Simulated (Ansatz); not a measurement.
Ge in space group P4_32_12 (No. 96; Ge on 4a, Ge on 8b) at seven volumes, r²SCAN in the plane-wave PAW code Ansatz, shape and atoms relaxed at each. One row is withheld.

```csv
V (Å³/atom),P (GPa)
19.020,7.15
19.647,4.36
20.274,2.00
20.901,0.00
21.528,-1.70
22.155,-3.14
22.782,?
```

Question: Fit the shown pressures and predict the withheld one.

Answer: P = (3/2)B₀(x^(7/2) − x^(5/2))[1 + (3/4)(B′ − 4)(x − 1)] with x = (V₀/V)^(2/3). Least squares on the six rows gives V₀ = 20.901 Å³/atom, B₀ = 61.4 GPa, B′ = 4.47. At V = 22.782, x = 0.9442 and P = -4.37 GPa. The run itself gave -4.37 GPa.

The workflow started from a Materials Project entry (that database holds measured and hypothetical structures alike); the Crystallography Open Database files this formula in space group No. 96, but the cells were not matched. It is not the phase usual at ambient conditions (space group No. 227). The r²SCAN relaxation kept the symmetry of its start; its stability against distortions is not shown here.

Potentials: the later of the program's two PAW sets.
